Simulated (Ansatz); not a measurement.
HfO₂ (fluorite)

```yaml
crystal:
  lattice:
    - [0.00000, 5.09813, 5.09813]
    - [2.54906, 0.00000, 2.54906]
    - [2.54906, 2.54906, 0.00000]
  atoms:
    - { symbol: Hf, position: [0.00000, 0.00000, 0.00000] }
    - { symbol: Hf, position: [0.50000, 0.00000, 0.00000] }
    - { symbol: O, position: [0.12500, 0.25000, 0.25000] }
    - { symbol: O, position: [0.62500, 0.25000, 0.25000] }
    - { symbol: O, position: [0.37500, 0.75000, 0.75000] }
    - { symbol: O, position: [0.87500, 0.75000, 0.75000] }
```

The atoms are displaced by Q × the pattern below (from a DFPT mode at L = (0.5, 0.0, 0.0), largest move 1; Q in Å), at fixed cell. It is one choice among 2 degenerate patterns. (q is in reciprocal vectors of the primitive cell; the cell shown is doubled to hold the pattern.)

```json
[
 {"atom": "Hf1", "x": "0.005", "y": "-0.009", "z": "0.014"},
 {"atom": "Hf2", "x": "-0.005", "y": "0.009", "z": "-0.014"},
 {"atom": "O3", "x": "-0.285", "y": "0.520", "z": "-0.805"},
 {"atom": "O4", "x": "0.285", "y": "-0.520", "z": "0.805"},
 {"atom": "O5", "x": "0.285", "y": "-0.520", "z": "0.805"},
 {"atom": "O6", "x": "-0.285", "y": "0.520", "z": "-0.805"}
]
```

All values below come from PBE (plane waves to 420 eV, PAW, scalar-relativistic; Ansatz, a quantum-chemistry and plane-wave program). k mesh 11×11×11 (Γ-centred), Fermi-Dirac smearing 0.05 eV. HfO2 is run without spin polarisation. HfO2 was relaxed with its symmetry unable to fall. Spin-orbit coupling is left out, though Hf is heavy. The PAW data are Ansatz's earlier set. This is a high-temperature form of HfO2. 

```tsv
Q (Å)	−dE/dQ from forces (eV/Å)
-0.180	6.984
-0.150	5.677
-0.120	4.444
-0.090	3.275
-0.060	2.155
-0.030	1.069
0.000	0.000
0.030	-1.069
0.060	-2.155
0.090	-3.275
0.120	-4.444
0.150	-5.677
0.180	-6.984
```

Problem. What harmonic wavenumber does the curvature at Q = 0 give?

Solution. 388 cm⁻¹. E″ = 35.52 eV/Å², M = Σ mᵢ|uᵢ|² = 64.1 u, ν̃ = 521.5·√(|E″|/M).

(For displaced atoms, the force is minus the slope of the energy, and its curvature is a force constant, which sets phonon frequencies.)
